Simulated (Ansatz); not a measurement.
PtSe2: field gradients at two levels of theory

Cell: a structure deposited in the COD, ions relaxed with PBE at fixed cell.

```
Pt Se
1.0
     3.72780    0.00000    0.00000
    -1.86390    3.22837    0.00000
     0.00000    0.00000    5.03130
Pt Se
1 2
Direct
  0.00000 0.00000 0.00000
  0.33333 0.66667 0.26021
  0.66667 0.33333 0.73979
```

Atom numbers follow the list; atoms alike are taken as one site, whose name carries the number of the first.

First run. Level of theory: DFT, PBE, plane waves and PAW, scalar-relativistic, 420 eV cutoff, Γ-centred 14×14×9 k-points, Fermi–Dirac smearing 0.05 eV (Ansatz 0.2.0).

```json
{"site": "Pt", "atom": "1", "V_zz (10²¹ V/m²)": "8.76", "η": "0.00"}
{"site": "Se", "atom": "2", "V_zz (10²¹ V/m²)": "-2.94", "η": "0.00"}
```

Second run. The same atoms and settings, except that the functional is PBEsol.

**Question.** Given the first result, estimate the second.

**Answer.** 

```
site  atom   V_zz     η  change of V_zz
  Pt     1   9.03  0.00           +0.27
  Se     2  -2.61  0.00           +0.33
```

The largest change of V_zz is on Se, from -2.94 to -2.61. In per cent, |V_zz| changes by +3 on Pt, -11 on Se (all sites that start above 2).

The run finds no gap above 0.1 eV (a metal, or nearly one), so the gradients can move by 10 % or more with the k-mesh. Spin–orbit coupling is left out, which shifts gradients on Pt by a few per cent in wide-gap crystals, and can shift them far more where the calculated gap is small or absent, as here.
For the first run: At this cell the principal stresses reach 5 GPa in size with PBE, which can matter for small gradients.
